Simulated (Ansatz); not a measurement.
CuAu:
```
CELL_PARAMETERS angstrom
      2.87979     0.00000     0.00000
      0.00000     2.87979     0.00000
      0.00000     0.00000     3.50277
ATOMIC_POSITIONS crystal
  Cu 0.50000 0.50000 0.50000
  Au 0.00000 0.00000 0.00000
```

Relaxed with r²SCAN.

Which orbitals make up the states near the Fermi level in r²SCAN in the plane-wave PAW code Ansatz?

Within 0.5 eV of the Fermi level: Au 6s 25 %, Cu 3d 18 %, Cu 4s 18 %, Au 5d 16 %, outside the projected shells 23 %. Projections are on Löwdin-orthogonalised atomic valence shells; empty p or d shells of many metals are not among them.

Tabulate the density of states.

States/eV per cell of 2 atoms, in 0.25 eV bins, energy from the Fermi level.

```csv
E (eV),total,Cu 3d,Au 5d,Au 6s
-7.85,0.38,0.01,0.06,0.20
-7.60,0.44,0.01,0.08,0.22
-7.35,0.56,0.02,0.16,0.24
-7.10,1.24,0.08,0.66,0.29
-6.85,1.83,0.14,1.13,0.30
-6.60,2.59,0.20,1.89,0.21
-6.35,2.33,0.20,1.85,0.10
-6.10,2.80,0.27,2.25,0.11
-5.85,4.37,0.56,3.44,0.18
-5.60,3.02,0.38,2.49,0.09
-5.35,2.86,0.40,2.31,0.09
-5.10,3.09,0.45,2.47,0.10
-4.85,3.32,0.50,2.60,0.12
-4.60,3.32,0.63,2.52,0.11
-4.35,4.20,0.80,3.21,0.12
-4.10,2.91,0.57,2.09,0.13
-3.85,2.44,0.57,1.63,0.11
-3.60,1.69,0.54,0.95,0.08
-3.35,1.48,0.75,0.50,0.07
-3.10,1.95,1.36,0.36,0.05
-2.85,5.00,4.19,0.59,0.04
-2.60,6.00,5.16,0.67,0.03
-2.35,7.53,6.54,0.86,0.03
-2.10,7.75,6.03,1.59,0.05
-1.85,6.74,5.36,1.23,0.06
-1.60,2.97,2.13,0.67,0.07
-1.35,0.82,0.45,0.15,0.09
-1.10,0.73,0.33,0.12,0.10
-0.85,0.55,0.20,0.09,0.09
-0.60,0.49,0.15,0.08,0.09
-0.35,0.59,0.13,0.11,0.14
-0.10,0.57,0.11,0.10,0.14
0.15,0.56,0.09,0.09,0.14
0.40,0.54,0.08,0.08,0.13
0.65,0.55,0.07,0.07,0.13
0.90,0.52,0.06,0.06,0.12
1.15,0.51,0.05,0.05,0.11
1.40,0.49,0.04,0.04,0.10
1.65,0.47,0.03,0.04,0.10
1.90,0.46,0.03,0.03,0.09
2.15,0.44,0.02,0.03,0.08
2.40,0.42,0.02,0.03,0.08
2.65,0.40,0.02,0.02,0.07
2.90,0.41,0.02,0.02,0.09
3.15,0.42,0.02,0.02,0.09
3.40,0.44,0.02,0.02,0.10
3.65,0.45,0.02,0.02,0.10
3.90,0.48,0.02,0.02,0.11
4.15,0.52,0.02,0.02,0.12
4.40,0.53,0.01,0.02,0.11
4.65,0.50,0.01,0.02,0.10
```

Space group P4/mmm (L1₀ or tetragonal B2). Its axis ratio c/a = 1.22 departs by over 6 % from that of the usual cell of this phase: another minimum, or an error of the functional. Symmetry was held in the r²SCAN relaxation; whether a distortion lowers the energy is not shown. No spin polarisation was allowed. Spin–orbit coupling is left out wherever it is not named.

Potentials: the later of the program's two PAW sets.
